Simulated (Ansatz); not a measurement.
Given:

KF:
Space group Fm-3m (No. 225); a = b = c = 5.4207 Å, α = β = γ = 90.00°

```json
[
 {"atom": "K", "site": "4a", "symmetry": "m-3m", "x": "0.0000", "y": "0.0000", "z": "0.0000"},
 {"atom": "F", "site": "4b", "symmetry": "m-3m", "x": "0.5000", "y": "0.5000", "z": "0.5000"}
]
```
(The calculation used a cell of 2 atoms; values per cell refer to that cell.)

This is the PBE-relaxed structure.

### Question
All from plane-wave PAW PBE (Ansatz code), unless another level is named. Give the vibrational entropy at 300 K.

### Answer
35.0 J/(K·mol of atoms).

### Question
Give the Debye temperature from the elastic constants.

### Answer
320 K.

### Question
Predict the zero-point energy.

### Answer
28.2 meV/atom.

### Question
And the elastic constants (relaxed ions, GPa)?

### Answer
C11 = 58.8, C12 = 14.1, C44 = 13.7.

The PBE relaxation kept the symmetry of its start; phonons on a q-mesh show no instability.

Potentials: the later of the program's two PAW sets.
